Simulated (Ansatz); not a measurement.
## Every step of a relaxation of SrC$_{2}$ (CaC2 type)

DFT, r2SCAN, PAW with Ansatz's default frozen-core files, scalar-relativistic (Ansatz 0.2.0); a Γ-centred 11×11×11 k mesh, Fermi–Dirac smearing of 0.05 eV, no spin polarisation. The run relaxes cell and atoms at a target pressure of 0 GPa.

Command: `ansatz run input.yaml --threads 1 --pin off --max-ram 3072MiB --backend cpu --events-out ev --progress --plain --runs-dir out` It took 2.3 min on 1 thread of Arm Neoverse V2, on a shared host, peak memory 0.75 GiB.

PAW: frozen-core files, cutoff 500 eV; forces are relaxed below 0.005 eV/Å.

Each step lists its free energy a cell above the last geometry, the pressure, the cell vectors (Å), and Cartesian positions (Å) with forces (eV/Å).

The first step:

```
step 1  dF = 2088.59 meV  P = -15.90 GPa
  cell -2.3492 2.3492 3.8527  2.3492 -2.3492 3.8527  2.3492 2.3492 -3.8527
  Sr 0.0000 0.0000 0.0000   0.0000 0.0000 0.0000
  C 0.0000 0.0000 3.1207   0.0000 0.0000 8.1765
  C 0.0000 0.0000 -3.1207   0.0000 0.0000 -8.1765
```

The PAW files were made under PBE.

Where does the relaxation end, and by which steps?

After 8 geometries, with conventional a, b, c = 4.100, 4.100, 6.805 Å, at 19.069 Å³/atom (-32.74 % against the start) in space group I4/mmm, with a shortest distance of 1.253 Å. The further steps:
```
step 2  dF = 665.48 meV  P = -10.78 GPa
  cell -2.2710 2.2710 3.6653  2.2710 -2.2710 3.6653  2.2710 2.2710 -3.6653
  Sr 0.0000 0.0000 0.0000   0.0000 0.0000 0.0000
  C 0.0000 0.0000 3.0088   0.0000 0.0000 3.2036
  C 0.0000 0.0000 -3.0088   0.0000 0.0000 -3.2036
step 3  dF = 215.52 meV  P = -2.78 GPa
  cell -2.1820 2.1820 3.4753  2.1820 -2.1820 3.4753  2.1820 2.1820 -3.4753
  Sr 0.0000 0.0000 0.0000   0.0000 0.0000 0.0000
  C 0.0000 0.0000 2.8623   0.0000 0.0000 -2.7557
  C 0.0000 0.0000 -2.8623   0.0000 0.0000 2.7557
step 4  dF = 34.62 meV  P = 0.08 GPa
  cell -2.0656 2.0656 3.3175  2.0656 -2.0656 3.3175  2.0656 2.0656 -3.3175
  Sr 0.0000 0.0000 0.0000   0.0000 0.0000 0.0000
  C 0.0000 0.0000 2.6841   0.0000 0.0000 1.3216
  C 0.0000 0.0000 -2.6841   0.0000 0.0000 -1.3216
step 5  dF = 0.84 meV  P = -0.39 GPa
  cell -2.0481 2.0481 3.4096  2.0481 -2.0481 3.4096  2.0481 2.0481 -3.4096
  Sr 0.0000 0.0000 0.0000   0.0000 0.0000 0.0000
  C 0.0000 0.0000 2.7811   0.0000 0.0000 0.3276
  C 0.0000 0.0000 -2.7811   0.0000 0.0000 -0.3276
step 6  dF = 0.09 meV  P = 0.14 GPa
  cell -2.0500 2.0500 3.4019  2.0500 -2.0500 3.4019  2.0500 2.0500 -3.4019
  Sr 0.0000 0.0000 0.0000   0.0000 0.0000 0.0000
  C 0.0000 0.0000 2.7763   0.0000 0.0000 -0.1183
  C 0.0000 0.0000 -2.7763   0.0000 0.0000 0.1183
step 7  dF = 0.00 meV  P = -0.01 GPa
  cell -2.0501 2.0501 3.4030  2.0501 -2.0501 3.4030  2.0501 2.0501 -3.4030
  Sr 0.0000 0.0000 0.0000   0.0000 0.0000 0.0000
  C 0.0000 0.0000 2.7766   0.0000 0.0000 0.0059
  C 0.0000 0.0000 -2.7766   0.0000 0.0000 -0.0059
step 8  dF = 0.00 meV  P = 0.00 GPa
  cell -2.0501 2.0501 3.4027  2.0501 -2.0501 3.4027  2.0501 2.0501 -3.4027
  Sr 0.0000 0.0000 0.0000   0.0000 0.0000 0.0000
  C 0.0000 0.0000 2.7763   0.0000 0.0000 -0.0023
  C 0.0000 0.0000 -2.7763   0.0000 0.0000 0.0023
step 9  dF = 4.28 meV  P = 0.02 GPa  (same geometry on a basis chosen anew; earlier energies don't compare to the last digit)
  cell -2.0501 2.0501 3.4027  2.0501 -2.0501 3.4027  2.0501 2.0501 -3.4027
  Sr 0.0000 0.0000 0.0000   0.0000 0.0000 0.0000
  C 0.0000 0.0000 2.7763   0.0000 0.0000 -0.0048
  C 0.0000 0.0000 -2.7763   0.0000 0.0000 0.0048
```
